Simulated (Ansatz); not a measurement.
A geometry of Si₂W away from equilibrium: step 2 of the relaxation of a relaxed Si2W cell shaken by Gaussian noise of σ = 0.08 Å a coordinate. Computed with PBE (plane waves to 420 eV, PAW, scalar-relativistic; Ansatz, a program for electronic structure). Γ-centred k-mesh 5×5×5 on the run's cell (coarser than for final values), Fermi–Dirac smearing 0.05 eV.

```xyz
9
Lattice="-0.0716 4.6690 4.6888 4.6246 -0.0482 4.6654 4.6000 4.6210 -0.0236" Properties=species:S:1:pos:R:3:forces:R:3 pbc="T T T" free_energy=-34962.539 pressure_GPa=0.1
Si     0.0210     2.4971     2.4472    0.1670    0.5596    0.4924
Si     4.6960     2.5240     2.3395   -0.7849    0.4969   -0.6368
Si     2.2858     4.7224     2.3903    0.2045   -0.6458   -0.1881
Si     2.2149     0.0173     2.3604    0.1250    0.4601   -0.2860
Si     2.0168     2.5007     4.7297   -0.9851    0.9215   -0.9275
Si     2.3189     2.1665    -0.0468    0.0779   -0.0172    1.4948
W      6.9233     6.9825     7.0057    0.7177   -0.1231    0.6712
W      2.3511     2.3610     2.3638    0.3553   -0.3576   -0.9067
W     -0.1009    -0.2520     0.0951    0.1225   -1.2943    0.2867
```

Positions in Å, forces in eV/Å, free energy of the cell in eV (comparable only within this code, potentials and settings). Largest force: 1.64 eV/Å, on Si5 (atoms numbered as listed); the geometry lies about 1.0 eV/atom above the end of its relaxation.

No spin polarisation in the result.

The end of the path is a generated cell of Si2W: the first start was made by a random draw of sites in a space group, and the end was not matched to a known phase here, so it may be hypothetical. Known forms of Si2W include space group No. 139.
